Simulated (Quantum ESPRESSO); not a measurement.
# Zr2TaO5F3: input and log of a self-consistent run

Simulated, not a measurement. The program is pw.x of Quantum ESPRESSO 7.5 (plane-wave density functional theory). The cell is made up: 11 atoms on a rutile lattice with one site empty, with randomly drawn elements, strain and displacements, not relaxed. PseudoDojo standard norm-conserving files (v0.5 for PBE, v0.4.1 for LDA and PBEsol) set the functional; there is no spin polarisation, spin-orbit coupling or dispersion term, and the masses in the input are unused placeholders.

Input:

```
&control calculation='scf', pseudo_dir='./dojo.nc.sr.pbe.v0_5.standard.upf', outdir='./o', disk_io='low', tprnfor=.true., tstress=.true. /
&system ibrav=0, nat=11, ntyp=4, nbnd=50, ecutwfc=84.00895049, nosym=.true., tot_charge=0,
 occupations='smearing', smearing='fd', degauss=0.0018374661
/
&electrons conv_thr=7.350e-09, electron_maxstep=60, /
ATOMIC_SPECIES
F 1.0 F.upf
O 1.0 O.upf
Ta 1.0 Ta.upf
Zr 1.0 Zr.upf
CELL_PARAMETERS angstrom
4.9379 0.0 0.0
0.0 4.9379 0.0
0.0 0.0 6.5906
ATOMIC_POSITIONS angstrom
Zr -0.0755 0.0069 -0.0748
Zr 2.4977 2.567 1.6463
Ta 0.0858 0.054 3.2895
O 1.5039 1.5032 0.0061
F 3.4912 3.384 0.028
O 3.9495 1.0137 1.6324
F 0.9022 4.0013 1.5266
O 1.6034 1.4453 3.3836
O 3.4321 3.4701 3.2945
O 3.9145 0.892 5.0129
F 1.0376 4.0347 5.0272
K_POINTS automatic
5 5 4 1 1 1
```

The log is shortened where brackets say so; the opening notice, blank lines, dates and the lines on written files are dropped, and the path of the files is cut. It prints rydbergs, bohrs and kilobars, and counts compression as positive stress. With no partly filled state, the Fermi energy that it prints is only some level between the filled and the empty states on the mesh, and need not lie in the true gap.

```
     Program PWSCF v.7.5
     Parallel version (MPI & OpenMP), running on       4 processor cores
     Number of MPI processes:                 4
     Threads/MPI process:                     1
     [start-up lines left out]
     bravais-lattice index     =            0
     lattice parameter (alat)  =       9.3313  a.u.
     unit-cell volume          =    1084.4415 (a.u.)^3
     number of atoms/cell      =           11
     number of atomic types    =            4
     number of electrons       =        88.00
     number of Kohn-Sham states=           50
     kinetic-energy cutoff     =      84.0090  Ry
     charge density cutoff     =     336.0358  Ry
     scf convergence threshold =      7.3E-09
     mixing beta               =       0.7000
     number of iterations used =            8  plain     mixing
     Exchange-correlation= PBE
                           (   1   4   3   4   0   0   0)
     [axes and pseudopotential details left out]
   Cartesian axes
     site n.     atom                  positions (alat units)
         1        Zr     tau(   1) = (  -0.0152899   0.0013974  -0.0151481  )
         2        Zr     tau(   2) = (   0.5058223   0.5198566   0.3334008  )
         3        Ta     tau(   3) = (   0.0173758   0.0109358   0.6661739  )
         4        O      tau(   4) = (   0.3045627   0.3044209   0.0012353  )
         5        F      tau(   5) = (   0.7070212   0.6853116   0.0056704  )
         6        O      tau(   6) = (   0.7998339   0.2052897   0.3305859  )
         7        F      tau(   7) = (   0.1827092   0.8103242   0.3091598  )
         8        O      tau(   8) = (   0.3247129   0.2926953   0.6852306  )
         9        O      tau(   9) = (   0.6950526   0.7027481   0.6671865  )
        10        O      tau(  10) = (   0.7927459   0.1806436   1.0151886  )
        11        F      tau(  11) = (   0.2101298   0.8170882   1.0180846  )
     number of k points=    50  Fermi-Dirac smearing, width (Ry)=  0.0018
                       cart. coord. in units 2pi/alat
        k(    1) = (   0.1000000   0.1000000   0.0936542), wk =   0.0400000
        k(    2) = (   0.1000000   0.1000000   0.2809627), wk =   0.0400000
     [further k points left out]
     Dense  grid:   112881 G-vectors     FFT dimensions: (  60,  60,  75)
     Estimated max dynamical RAM per process >     321.18 MB
     Estimated total dynamical RAM >       1.17 GB
     Initial potential from superposition of free atoms
     starting charge      87.9943, renormalised to      88.0000
     Starting wfcs are   62 randomized atomic wfcs
     total cpu time spent up to now is        8.8 secs
     per-process dynamical memory:   240.0 Mb
     Self-consistent Calculation
     iteration #  1     ecut=    84.01 Ry     beta= 0.70
     Davidson diagonalization with overlap
     ethr =  1.00E-02,  avg # of iterations =  2.0
     total cpu time spent up to now is       25.6 secs
     total energy              =    -644.10226236 Ry
     estimated scf accuracy    <       4.98633142 Ry
     iteration #  2     ecut=    84.01 Ry     beta= 0.70
     Davidson diagonalization with overlap
     ethr =  5.67E-03,  avg # of iterations =  6.2
     total cpu time spent up to now is       54.3 secs
     total energy              =    -639.20202904 Ry
     estimated scf accuracy    <      56.02281530 Ry
     iteration #  3     ecut=    84.01 Ry     beta= 0.70
     Davidson diagonalization with overlap
     ethr =  5.67E-03,  avg # of iterations =  5.6
     total cpu time spent up to now is       80.0 secs
     total energy              =    -646.88004525 Ry
     estimated scf accuracy    <       1.23887953 Ry
     iteration #  4     ecut=    84.01 Ry     beta= 0.70
     Davidson diagonalization with overlap
     ethr =  1.41E-03,  avg # of iterations =  2.2
     total cpu time spent up to now is       97.2 secs
     total energy              =    -646.93026354 Ry
     estimated scf accuracy    <       0.54247146 Ry
     iteration #  5     ecut=    84.01 Ry     beta= 0.70
     Davidson diagonalization with overlap
     ethr =  6.16E-04,  avg # of iterations =  1.1
     total cpu time spent up to now is      112.1 secs
     total energy              =    -646.86926023 Ry
     estimated scf accuracy    <       0.31029430 Ry
     [iterations 6 to 13 left out]
     iteration # 14     ecut=    84.01 Ry     beta= 0.70
     Davidson diagonalization with overlap
     ethr =  8.00E-09,  avg # of iterations =  4.8
     total cpu time spent up to now is      287.7 secs
     total energy              =    -646.88426365 Ry
     estimated scf accuracy    <       0.00000147 Ry
     iteration # 15     ecut=    84.01 Ry     beta= 0.70
     Davidson diagonalization with overlap
     ethr =  1.67E-09,  avg # of iterations =  3.8
     total cpu time spent up to now is      306.7 secs
     total energy              =    -646.88426388 Ry
     estimated scf accuracy    <       0.00000025 Ry
     iteration # 16     ecut=    84.01 Ry     beta= 0.70
     Davidson diagonalization with overlap
     ethr =  2.86E-10,  avg # of iterations =  4.9
     total cpu time spent up to now is      329.0 secs
     total energy              =    -646.88426394 Ry
     estimated scf accuracy    <       0.00000011 Ry
     iteration # 17     ecut=    84.01 Ry     beta= 0.70
     Davidson diagonalization with overlap
     ethr =  1.24E-10,  avg # of iterations =  2.2
     total cpu time spent up to now is      348.9 secs
     total energy              =    -646.88426395 Ry
     estimated scf accuracy    <       0.00000002 Ry
     iteration # 18     ecut=    84.01 Ry     beta= 0.70
     Davidson diagonalization with overlap
     ethr =  2.21E-11,  avg # of iterations =  5.0
     total cpu time spent up to now is      370.4 secs
     End of self-consistent calculation
          k = 0.1000 0.1000 0.0937 ( 14124 PWs)   bands (ev):
   -63.3708 -42.4638 -42.3102 -29.7982 -29.7600 -29.3487 -21.4363 -20.9936
   -20.7878 -20.6166 -20.3801 -20.2989 -18.6678 -16.6961 -16.5729 -10.8478
    -9.8414  -9.5319  -9.2506  -8.3687  -2.0337  -1.6766  -0.8088   0.1905
     0.5190   0.9850   1.1042   1.3608   1.8810   2.5948   2.7588   2.9948
     3.2112   3.6707   3.8163   4.3142   4.4163   4.8226   5.1252   5.3944
     5.4458   5.5973   6.1862   6.3469   7.7095   8.7940   8.9725   9.6723
     9.8224  10.0452
     [levels at the other k points left out]
     the Fermi energy is     7.0459 ev
!    total energy              =    -646.88426395 Ry
     estimated scf accuracy    <          3.8E-09 Ry
     smearing contrib. (-TS)   =      -0.00000000 Ry
     internal energy E=F+TS    =    -646.88426395 Ry
     The total energy is F=E-TS. E is the sum of the following terms:
     one-electron contribution =    -250.22679893 Ry
     hartree contribution      =     164.34460120 Ry
     xc contribution           =    -143.79979676 Ry
     ewald contribution        =    -417.20226946 Ry
     convergence has been achieved in  18 iterations
     Forces acting on atoms (cartesian axes, Ry/au):
     atom    1 type  4   force =     0.01595346    0.20786582   -0.10395650
     atom    2 type  4   force =     0.00902793   -0.15743910    0.04634439
     atom    3 type  3   force =    -0.10873457    0.14616770    0.15152601
     atom    4 type  2   force =    -0.04384168   -0.02987873    0.10428880
     atom    5 type  1   force =     0.00404200    0.00642654    0.01723693
     atom    6 type  2   force =     0.05756182   -0.05439498    0.06094756
     atom    7 type  1   force =     0.01515031   -0.01849952    0.06398956
     atom    8 type  2   force =    -0.13108267   -0.09701153   -0.09554781
     atom    9 type  2   force =     0.09054205    0.07856181   -0.09013622
     atom   10 type  2   force =     0.11524247   -0.08736892   -0.09640528
     atom   11 type  1   force =    -0.02386112    0.00557090   -0.05828745
     Total force =     0.508485     Total SCF correction =     0.000234
     Computing stress (Cartesian axis) and pressure
          total   stress  (Ry/bohr**3)                   (kbar)     P=     -136.56
  -0.00096612  -0.00065252  -0.00019653         -142.12      -95.99      -28.91
  -0.00065252  -0.00082071  -0.00023365          -95.99     -120.73      -34.37
  -0.00019653  -0.00023365  -0.00099802          -28.91      -34.37     -146.81
     init_run     :      8.30s CPU      8.65s WALL (       1 calls)
     electrons    :    359.53s CPU    361.65s WALL (       1 calls)
     forces       :      3.07s CPU      3.10s WALL (       1 calls)
     stress       :     10.77s CPU     11.07s WALL (       1 calls)
     [timing details left out]
     PWSCF        :   6m21.91s CPU   6m24.79s WALL
     JOB DONE.
```

In other units: free energy -8801.309 eV for the cell, pressure -13.66 GPa, largest force component 5.344 eV/Å. A rerun of this cell at a cutoff of 1467 eV and k mesh 7 x 7 x 6 moved values by no more than 0.004 eV in energy, 0.03 GPa in stress and 0.002 eV/Å in force.